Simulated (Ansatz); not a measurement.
Relaxing a structure of MgF₂

The start is a randomly generated symmetric cell of MgF2 (space group No. 131). The cell and all atomic positions are relaxed at zero pressure with PBE (plane waves to 420 eV, PAW, scalar-relativistic; Ansatz, a first-principles code). First-step values are on the input's coarse k-mesh.

Ansatz input (later rounds restart from its end on a renewed k-mesh):
Ansatz 0.2 input:
```yaml
crystal:
  lattice:
    - [3.2235407, 0, 0]
    - [0, 3.2235407, 0]
    - [0, 0, 7.6491559]
  atoms:
    - { symbol: F, position: [0, 0, 0] }
    - { symbol: F, position: [0, 0, 0.5] }
    - { symbol: F, position: [0, 0.5, 0] }
    - { symbol: F, position: [0.5, 0, 0.5] }
    - { symbol: Mg, position: [0.5, 0.5, 0.25] }
    - { symbol: Mg, position: [0.5, 0.5, 0.75] }
basis: { ecutwfc: 420, ecutrho_ratio: 4, xc_grid: 2, fft_grid_basis: typed }
kpoints: { mp_grid: { grid: [7, 7, 3] } }
hamiltonian:
  xc: pbe
  dispersion: none
  pseudopotentials: { kind: paw }
scf: { occupations: { method: fermi_dirac, width: 0.05 } }
relax: { f_tol: 0.01, max_steps: 100, cell: { stress_tol: 0.02 } }
output: { forces: true, stress: true }
```

* **Initial pressure**: +31 GPa (positive: the cell is compressed)
* **Outcome**: The space group stays P4₂/mmc (No. 131) (the run could not lower it), with 6 atoms in the primitive magnetic cell
* **Volume change**: +13.5 %, from 13.25 to 15.04 Å³/atom
* **Shortest distances (start → end)**: The closest pairs of elements (up to four, under 3.6 Å), start → end: F–F 1.61 → 1.98 Å; F–Mg 2.50 → 2.45 Å; Mg–Mg 3.22 → 2.88 Å
* **Band gap at the end**: zero (metallic)
* **Moments at the end**: net 0.15 μB/atom, ferromagnetic
* **Optimiser moves**: 24

Relaxed structure:

```cif
data_F4Mg2
_chemical_formula_sum 'F4 Mg2'
_space_group_name_H-M_alt 'P42/mmc'
_space_group_IT_number 131
_space_group_name_Hall '-P 4c 2'
_cell_length_a 3.95998
_cell_length_b 3.95998
_cell_length_c 5.75384
_cell_angle_alpha 90.000
_cell_angle_beta 90.000
_cell_angle_gamma 90.000
loop_
_atom_site_label
_atom_site_type_symbol
_atom_site_symmetry_multiplicity
_atom_site_Wyckoff_symbol
_atom_site_fract_x
_atom_site_fract_y
_atom_site_fract_z
_atom_site_occupancy
F1 F 2 a 0.00000 0.00000 0.00000 1
F2 F 2 c 0.00000 0.50000 0.00000 1
Mg1 Mg 2 f 0.50000 0.50000 0.25000 1
```

Final values are on a 12×12×8 k-mesh of the relaxed cell. The first round had no spin; a later round switched it on. Spin state reached: ferromagnetic (net 0.15 μB/atom); other spin orders were not run from this start.

The run could not lose the symmetry of its start: the end is stationary, and may be a saddle point rather than a minimum.

All atoms sit on sites fixed by symmetry, so only the cell could relax.

The relaxed structure here is a generated cell of MgF2: the first start was made by a random draw of sites in a space group, and the end was not matched to a known phase here, so it may be hypothetical. Known forms of MgF2 include space group No. 136.
